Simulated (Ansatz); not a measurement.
This run works on a proposed trial structure, not on a known crystal.

Input and command of a plane-wave DFT calculation in Ansatz:

```yaml
crystal:
  lattice:
    - [3.2062471006, 0.0, 0.0]
    - [-1.6031235503, 2.77669144, 0.0]
    - [0.0, 0.0, 12.1878850727]
  atoms:
    - { symbol: Zn, position: [0.0, 0.0, 0.4337276506] }
    - { symbol: Zn, position: [0.3333333333, 0.6666666667, 0.6619535377] }
    - { symbol: Zn, position: [0.3333333333, 0.6666666667, 0.2114032447] }
    - { symbol: Zn, position: [0.0, 0.0, 0.9893897331] }
    - { symbol: Zn, position: [0.6666666667, 0.3333333333, 0.8359060977] }
    - { symbol: O, position: [0.3333333333, 0.6666666667, 0.372625589] }
    - { symbol: O, position: [0.0, 0.0, 0.5950230931] }
    - { symbol: O, position: [0.0, 0.0, 0.1509710541] }
basis:
  ecutwfc: 500
kpoints:
  mp_grid: { grid: [12, 12, 4] }
hamiltonian:
  xc: r2scan
scf:
  occupations: { method: gaussian, width: 0.1 }
output:
  forces: true
  stress: true
  eigenvalues: true
```

```bash
ansatz run input.yaml --threads 1 --pin off --max-ram 2560MiB --backend cpu --events-out ev --progress --plain --runs-dir out
```

Processor: Arm Neoverse V2, 1 thread, on a host shared with other jobs.

Problem. How long does it run, and how much memory does it take?

Solution. About 110 s, peak memory 0.68 GiB. It solves 47 bands at 69 k points (after reduction by symmetry) with about 2727 plane waves, in 10 SCF iterations.
